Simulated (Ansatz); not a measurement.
Here is an unrelaxed guess for CdSe3S.

Space group P4mm (No. 99). a = 4.634 Å, b = 4.634 Å, c = 5.863 Å, α = 90.00°, β = 90.00°, γ = 90.00°
```csv
atom,site,symmetry,x,y,z
Cd,1a,4mm,0.0000,0.0000,0.0000
Se,1b,4mm,0.5000,0.5000,0.1059
Se,2c,2mm.,0.0000,0.5000,0.5000
S,1b,4mm,0.5000,0.5000,0.6620
```

Method: Ansatz, DFT PBE, scalar-relativistic, plane waves, PAW. Cutoff 420 eV; k points 4×4×4 on the computed 5-atom cell (Γ-centred); Gaussian smearing, width 0.10 eV; no spin polarisation.

The zero of energy is the elements' standard structures at the same level; no fitted shifts are applied.

Question: What does a single point on this coarse mesh give?

Answer: The pressure is -1.7 GPa (the mean over three directions, positive in compression), the largest force is 0.68 eV/Å, and the energy is +0.46 eV/atom against the elements. The shortest distance is 2.50 Å.

Question: Is it a good guess?

Answer: A fair one: relaxing gains about 0.14 eV/atom (the start's value is from the coarse mesh, so the gain is rough) in 24 ionic steps and ends at +0.32 eV/atom on the finer mesh. The symmetry stays P4mm (No. 99). The volume per atom grows by 21.6 %, from 25.2 to 30.6 Å³. The shortest distance goes from 2.50 Å (Se–S) to 2.37 Å (Se–S). The ratio c/a of the conventional cell changes by a factor of 1.60. Conventional cell: a = 4.227 Å, c = 8.564 Å. Cd is surrounded by 4 Se at 2.99 Å; Se on a site of symmetry 4mm has 4 Cd at 2.99 Å; S has 4 Se at 2.37 Å; 1 more site not described.

The last run used a 10×10×6 mesh (in the run's order of axes) for its 5-atom cell and Gaussian smearing of 0.10 eV. No dispersion correction is applied, so the spacing and binding between layers, chains or molecules are poorly described. The cell is a metal run without spin; a magnetic state may lie lower. The reference forms of S and Se are held partly by dispersion forces, which this level lacks. The relaxation can't lower the symmetry of the start, and the grade says only how near the guess is to its own end. A structure relaxed within its symmetry needn't be a true minimum. Another cell of CdSe3S relaxed alike, in P4mm, lies 87 meV/atom lower, so this cell isn't the stable form at this level.
